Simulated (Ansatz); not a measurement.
InSb:
```cif
data_In4Sb4
_chemical_formula_sum 'In4 Sb4'
_space_group_name_H-M_alt 'P63mc'
_space_group_IT_number 186
_space_group_name_Hall 'P 6c -2c'
_cell_length_a 4.62964
_cell_length_b 4.62964
_cell_length_c 15.18618
_cell_angle_alpha 90.000
_cell_angle_beta 90.000
_cell_angle_gamma 120.000
loop_
_atom_site_label
_atom_site_type_symbol
_atom_site_symmetry_multiplicity
_atom_site_Wyckoff_symbol
_atom_site_fract_x
_atom_site_fract_y
_atom_site_fract_z
_atom_site_occupancy
In1 In 2 b 0.33333 0.66667 0.49993 1
Sb1 Sb 2 b 0.66667 0.33333 0.18767 1
In2 In 2 a 0.00000 0.00000 0.25034 1
Sb2 Sb 2 a 0.00000 0.00000 0.43705 1
```

Relaxed with r²SCAN.

Problem. Which orbitals make up the states near the Fermi level in r²SCAN (plane waves, PAW; program Ansatz)?

Solution. Within 0.5 eV of the Fermi level: Sb 5p 80 %, In 5p 18 %. Projections are on Löwdin-orthogonalised atomic valence shells; empty p or d shells of many metals are not among them.

Problem. Tabulate the density of states.

Solution. States/eV per cell of 8 atoms, in 0.25 eV bins, energy from the Fermi level.

| E (eV) | total | Sb 5p | In 5p | In 5s |
|---|---|---|---|---|
| -7.85 | 0.00 | 0.00 | 0.00 | 0.00 |
| -7.60 | 0.00 | 0.00 | 0.00 | 0.00 |
| -7.35 | 0.00 | 0.00 | 0.00 | 0.00 |
| -7.10 | 0.00 | 0.00 | 0.00 | 0.00 |
| -6.85 | 0.00 | 0.00 | 0.00 | 0.00 |
| -6.60 | 0.00 | 0.00 | 0.00 | 0.00 |
| -6.35 | 0.00 | 0.00 | 0.00 | 0.00 |
| -6.10 | 0.00 | 0.00 | 0.00 | 0.00 |
| -5.85 | 6.83 | 2.82 | 0.23 | 3.61 |
| -5.60 | 5.44 | 2.22 | 0.36 | 2.57 |
| -5.35 | 5.50 | 2.25 | 0.45 | 2.38 |
| -5.10 | 3.16 | 1.29 | 0.27 | 1.28 |
| -4.85 | 2.26 | 0.92 | 0.19 | 0.87 |
| -4.60 | 1.76 | 0.72 | 0.15 | 0.65 |
| -4.35 | 1.40 | 0.58 | 0.12 | 0.50 |
| -4.10 | 1.14 | 0.47 | 0.10 | 0.39 |
| -3.85 | 0.93 | 0.39 | 0.08 | 0.31 |
| -3.60 | 0.77 | 0.32 | 0.07 | 0.25 |
| -3.35 | 1.33 | 0.66 | 0.35 | 0.21 |
| -3.10 | 5.07 | 2.78 | 1.88 | 0.23 |
| -2.85 | 4.89 | 2.74 | 1.74 | 0.24 |
| -2.60 | 6.62 | 3.83 | 2.34 | 0.26 |
| -2.35 | 5.97 | 3.56 | 2.05 | 0.20 |
| -2.10 | 6.48 | 4.02 | 2.16 | 0.16 |
| -1.85 | 7.57 | 4.82 | 2.42 | 0.16 |
| -1.60 | 8.53 | 5.64 | 2.60 | 0.13 |
| -1.35 | 7.65 | 5.22 | 2.20 | 0.10 |
| -1.10 | 5.60 | 3.94 | 1.49 | 0.06 |
| -0.85 | 3.37 | 2.45 | 0.82 | 0.03 |
| -0.60 | 2.13 | 1.62 | 0.46 | 0.01 |
| -0.35 | 1.29 | 1.03 | 0.23 | 0.00 |
| -0.10 | 0.32 | 0.27 | 0.05 | 0.00 |
| 0.15 | 0.00 | 0.00 | 0.00 | 0.00 |
| 0.40 | 0.01 | 0.00 | 0.00 | 0.00 |
| 0.65 | 0.04 | 0.01 | 0.00 | 0.01 |
| 0.90 | 0.26 | 0.07 | 0.05 | 0.09 |
| 1.15 | 1.42 | 0.34 | 0.37 | 0.42 |
| 1.40 | 3.87 | 1.04 | 1.03 | 1.10 |
| 1.65 | 5.41 | 1.59 | 1.43 | 1.46 |
| 1.90 | 6.67 | 2.07 | 1.76 | 1.71 |
| 2.15 | 5.66 | 1.87 | 1.49 | 1.34 |
| 2.40 | 4.25 | 1.57 | 1.01 | 1.01 |
| 2.65 | 4.13 | 1.42 | 1.16 | 0.82 |
| 2.90 | 3.54 | 0.93 | 1.44 | 0.46 |
| 3.15 | 7.94 | 1.52 | 4.42 | 0.58 |
| 3.40 | 4.15 | 1.01 | 2.09 | 0.31 |
| 3.65 | 4.88 | 1.18 | 2.63 | 0.29 |
| 3.90 | 8.26 | 1.91 | 4.56 | 0.32 |
| 4.15 | 6.52 | 1.54 | 3.54 | 0.22 |
| 4.40 | 6.93 | 1.67 | 3.55 | 0.24 |
| 4.65 | 6.93 | 1.68 | 3.42 | 0.26 |

Space group P6_3mc. The start of the workflow was typed in or built on a structure type; neither database checked (COD, Materials Project) lists it. It is not the phase usual at ambient conditions (space group No. 216). Symmetry was held in the r²SCAN relaxation; whether a distortion lowers the energy is not shown. Scalar-relativistic: spin–orbit coupling is off unless named, which matters more the heavier the elements.

Potentials: the earlier of the program's two PAW sets.
